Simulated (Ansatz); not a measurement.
Molecular dynamics on a 2×2×1 supercell (16 atoms) of MgGeSb2 (ordering on zincblende), relaxed with r2SCAN. Forces come from r2SCAN in the PAW code Ansatz: Langevin thermostat and barostat (NPT), 800 K, steps of 1 fs. Spin polarisation is off, nuclei are classical, and the run is far too short for thermal averages. The structure comes from a prototype and may be hypothetical.

```yaml
crystal:
  lattice:
    - [8.8048220533, 0.0, 0.0]
    - [0.0, 8.8048220533, 0.0]
    - [0.0, 0.0, 6.4951829317]
  atoms:
    - { symbol: Mg, position: [0.0, 0.0, 0.0] }
    - { symbol: Sb, position: [0.0, 0.25, 0.2607511156] }
    - { symbol: Ge, position: [0.25, 0.25, 0.5] }
    - { symbol: Sb, position: [0.25, 0.0, 0.7392488844] }
    - { symbol: Mg, position: [0.0, 0.5, 0.0] }
    - { symbol: Sb, position: [0.0, 0.75, 0.2607511156] }
    - { symbol: Ge, position: [0.25, 0.75, 0.5] }
    - { symbol: Sb, position: [0.25, 0.5, 0.7392488844] }
    - { symbol: Mg, position: [0.5, 0.0, 0.0] }
    - { symbol: Sb, position: [0.5, 0.25, 0.2607511156] }
    - { symbol: Ge, position: [0.75, 0.25, 0.5] }
    - { symbol: Sb, position: [0.75, 0.0, 0.7392488844] }
    - { symbol: Mg, position: [0.5, 0.5, 0.0] }
    - { symbol: Sb, position: [0.5, 0.75, 0.2607511156] }
    - { symbol: Ge, position: [0.75, 0.75, 0.5] }
    - { symbol: Sb, position: [0.75, 0.5, 0.7392488844] }
kpoints:
  mp_grid: { grid: [2, 2, 2] }
hamiltonian:
  xc: r2scan
scf:
  occupations: { method: fermi_dirac, width: 0.069 }
md:
  ensemble: npt_langevin
  temperature: 800
  timestep: 1.0
  n_steps: 20
  initial_velocities: maxwell_boltzmann
  seed: 4066
```

Run as `ansatz run input.yaml --threads 4 --pin off --max-ram 3686MiB --backend cpu --events-out ev --progress --plain --runs-dir out`.

Problem. It ran on 4 threads of Arm Neoverse V2, with other jobs on the host, load about 0.6 per core. About how long did it take, and how much host memory at the peak?

Solution. About 7.4 min, with a peak of 2.6 GiB.

| step | t (fs) | T (K) | free energy F from step 0 (meV/atom) | kinetic energy (meV/atom) | pressure (GPa) | volume (Å³/atom) | largest force (eV/Å) |
| --- | --- | --- | --- | --- | --- | --- | --- |
| 0 | 0 | 750 | 0.0 | 96.9 | 0.66 | 31.47 | 0.06 |
| 1 | 1 | 758 | 0.1 | 98.0 | 0.66 | 31.47 | 0.09 |
| 2 | 2 | 757 | 0.3 | 97.8 | 0.65 | 31.48 | 0.14 |
| 3 | 3 | 786 | 0.7 | 101.6 | 0.64 | 31.49 | 0.18 |
| 4 | 4 | 753 | 1.2 | 97.4 | 0.61 | 31.50 | 0.22 |
| 5 | 5 | 707 | 1.9 | 91.3 | 0.59 | 31.51 | 0.27 |
| 6 | 6 | 707 | 2.7 | 91.4 | 0.59 | 31.51 | 0.33 |
| 7 | 7 | 713 | 3.6 | 92.2 | 0.61 | 31.50 | 0.38 |
| 8 | 8 | 732 | 4.7 | 94.6 | 0.63 | 31.49 | 0.43 |
| 9 | 9 | 725 | 5.8 | 93.8 | 0.64 | 31.49 | 0.49 |
| 10 | 10 | 731 | 7.1 | 94.5 | 0.65 | 31.49 | 0.54 |
| 11 | 11 | 749 | 8.5 | 96.8 | 0.67 | 31.49 | 0.61 |
| 12 | 12 | 734 | 10.1 | 94.8 | 0.67 | 31.48 | 0.67 |
| 13 | 13 | 749 | 11.8 | 96.8 | 0.69 | 31.48 | 0.73 |
| 14 | 14 | 740 | 13.5 | 95.7 | 0.70 | 31.48 | 0.78 |
| 15 | 15 | 708 | 15.4 | 91.5 | 0.70 | 31.47 | 0.84 |
| 16 | 16 | 680 | 17.2 | 88.0 | 0.70 | 31.47 | 0.90 |
| 17 | 17 | 698 | 19.1 | 90.2 | 0.71 | 31.47 | 0.96 |
| 18 | 18 | 645 | 21.0 | 83.4 | 0.69 | 31.48 | 1.02 |
| 19 | 19 | 657 | 23.0 | 84.9 | 0.69 | 31.49 | 1.08 |
| 20 | 20 | 706 | 25.0 | 91.3 | 0.70 | 31.51 | 1.13 |

The temperature starts at 750 K, is lowest at step 18 (645 K, 18 fs) and ends at 706 K.

Positions (Å) and forces (eV/Å) at step 20:
```
cell (Å): 8.808 0.000 0.000; 0.000 8.808 0.000; 0.000 0.000 6.498
Mg  -0.015  -0.090   0.034     0.113   0.317   0.057
Sb   0.062   2.249   1.692     0.212  -0.322  -0.483
Ge   2.180   2.256   3.308     0.336  -0.438  -0.035
Sb   2.166  -0.053   4.806     0.005   0.294  -0.093
Mg   0.039   4.429  -0.076    -0.784  -0.158   0.347
Sb   0.002   6.534   1.699    -0.210   0.200   0.309
Ge   2.186   6.576   3.260     0.121   0.134  -0.265
Sb   2.135   4.436   4.846     1.112  -0.025  -0.220
Mg   4.371   0.049   0.011    -0.229  -0.389  -0.281
Sb   4.403   2.126   1.683    -0.110   0.832   0.375
Ge   6.690   2.182   3.120    -0.572  -0.080   0.733
Sb   6.578   0.051   4.883     0.174   0.070  -0.694
Mg   4.479   4.479   0.054    -0.317  -0.844  -0.380
Sb   4.387   6.601   1.628    -0.098   0.500   0.704
Ge   6.559   6.705   3.231     0.170  -0.618   0.351
Sb   6.584   4.305   4.780     0.077   0.527  -0.424
```
